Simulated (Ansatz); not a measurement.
A relaxed 1×1 slab of 4 planes, cut along (100) from a fcc crystal of one element, has a cell area of 18.23 Å² and a bulk spacing of 3.019 Å between its first planes. All-electron LAPW in Ansatz 0.2.0 (PBE, scalar-relativistic, no spin polarisation) gives γ = 0.35 J/m², Φ = 2.52 eV and a change of the outer spacing of -2.1 %. The fcc structure needn't be the element's own.

Task: Which element is it?

Result: Sr. Neighbours weren't tried against these numbers.
